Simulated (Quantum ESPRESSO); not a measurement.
# Band energies of BaAlSiH at -0.7 % isotropic strain

```xyz
4
Lattice="4.2690 0.0000 0.0000 -2.1345 3.6971 0.0000 0.0000 0.0000 5.0265" Properties=species:S:1:pos:R:3 pbc="T T T"
H      2.1345     1.2324     0.6206
Al     2.1345     1.2324     2.3638
Si     0.0000     2.4647     2.7350
Ba     0.0000     0.0000     0.0255
```

PBEsol (Quantum ESPRESSO, PseudoDojo norm-conserving, 72 Ry, without SOC); path ΓMKΓALHA,LM,KH; energies in eV from the valence-band maximum.

```
k (1/Å)  point  band 5  band 6  band 7  band 8  band 9  band 10  band 11  band 12
-------  -----  ------  ------  ------  ------  ------  -------  -------  -------
0.00         Γ   -8.95   -4.01   -0.72   -0.64   -0.64     1.30     3.04     3.04
0.49             -7.95   -4.70   -2.44   -1.02   -0.67     1.21     2.61     3.30
0.85         M   -6.83   -5.85   -3.05   -1.23   -0.70     0.71     2.52     3.01
1.09             -6.71   -5.68   -3.05   -2.20   -0.65     0.92     2.57     3.65
1.34         K   -6.52   -5.54   -3.30   -2.60   -0.81     1.02     2.86     3.68
1.67             -7.32   -5.09   -2.65   -2.23   -0.62     1.40     2.11     3.47
2.21             -8.89   -4.03   -0.90   -0.71   -0.67     1.57     2.86     3.07
2.32         Γ   -8.95   -4.01   -0.72   -0.64   -0.64     1.30     3.04     3.04
2.74             -8.15   -4.86   -0.38   -0.38   -0.22     1.85     1.89     1.89
2.95         A   -7.82   -5.21   -0.27   -0.27    0.00     1.68     1.68     1.98
3.27             -7.73   -4.80   -2.14   -0.98   -0.55     1.65     2.77     2.80
3.80         L   -7.34   -5.14   -3.31   -1.80   -0.75     1.60     3.64     4.45
4.29         H   -6.89   -5.88   -2.99   -2.26   -0.44     3.16     4.19     4.51
4.78             -7.59   -4.64   -2.97   -1.62   -0.75     2.29     3.10     3.27
5.27         A   -7.82   -5.21   -0.27   -0.27    0.00     1.68     1.68     1.98
5.27         L   -7.34   -5.14   -3.31   -1.80   -0.75     1.60     3.64     4.45
5.63             -7.04   -5.63   -3.03   -1.48   -0.71     0.71     2.91     3.66
5.89         M   -6.83   -5.85   -3.05   -1.23   -0.70     0.71     2.52     3.01
5.89         K   -6.52   -5.54   -3.30   -2.60   -0.81     1.02     2.86     3.68
6.00             -6.55   -5.56   -3.24   -2.64   -0.79     1.18     2.95     3.73
6.52         H   -6.89   -5.88   -2.99   -2.26   -0.44     3.16     4.19     4.51
```

The PBEsol gap is 0.62 eV; at least one edge lies off the plotted path, at a point of the SCF mesh. The smallest direct gap is 1.22 eV.

Geometry strained from the cell relaxed with PBEsol, atoms relaxed again.

The structure is a Materials Project entry; no match was found in the copy of COD used, and its stability was not checked.
